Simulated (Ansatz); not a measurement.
SiO$_{2}$:
```yaml
crystal:
  lattice:
    - [-4.45538, 4.45538, 2.60729]
    - [4.45538, -4.45538, 2.60729]
    - [4.45538, 4.45538, -2.60729]
  atoms:
    - { symbol: Si, position: [0.17694, 0.17694, 0.35387] }
    - { symbol: Si, position: [0.82306, 0.82306, 0.64613] }
    - { symbol: Si, position: [0.17694, 0.82306, 0.00000] }
    - { symbol: Si, position: [0.82306, 0.17694, 0.00000] }
    - { symbol: O, position: [0.50000, 0.50000, 0.50000] }
    - { symbol: O, position: [0.50000, 0.00000, 0.00000] }
    - { symbol: O, position: [0.00000, 0.00000, 0.50000] }
    - { symbol: O, position: [0.00000, 0.50000, 0.00000] }
    - { symbol: O, position: [0.00000, 0.20894, 0.20894] }
    - { symbol: O, position: [0.00000, 0.79106, 0.79106] }
    - { symbol: O, position: [0.20894, 0.00000, 0.20894] }
    - { symbol: O, position: [0.79106, 0.00000, 0.79106] }
```

Cartesian axes are those of the cell as given.

Q: Give the high-frequency dielectric tensor and the Born effective charge tensors of the independent atoms from DFPT, LDA (plane waves, PAW; program Ansatz).

A: 
ε∞:
```
2.04  0.00  0.00
0.00  2.04  0.00
0.00  0.00  2.05
```
Z* of atom 1 (Si), rows: field, columns: displacement, in e:
```
3.40  0.31  0.00
0.31  3.40  0.00
0.00  0.00  3.45
```
Z* of atom 5 (O), rows: field, columns: displacement, in e:
```
-1.37  -0.46  -0.76
-0.46  -1.37  -0.76
-0.73  -0.73  -2.46
```
Z* of atom 9 (O), rows: field, columns: displacement, in e:
```
-1.06   0.00   0.00
 0.00  -3.00   0.00
 0.00   0.00  -0.98
```

Space group I4/mmm. The workflow started from a Materials Project entry (that database holds measured and hypothetical structures alike); the Crystallography Open Database copy checked does not list it. It is not the phase usual at ambient conditions (space group No. 92, 152, 154). The LDA relaxation kept the symmetry of its start. At this level the phase is dynamically unstable (imaginary phonons).

Potentials: the later of the program's two PAW sets.
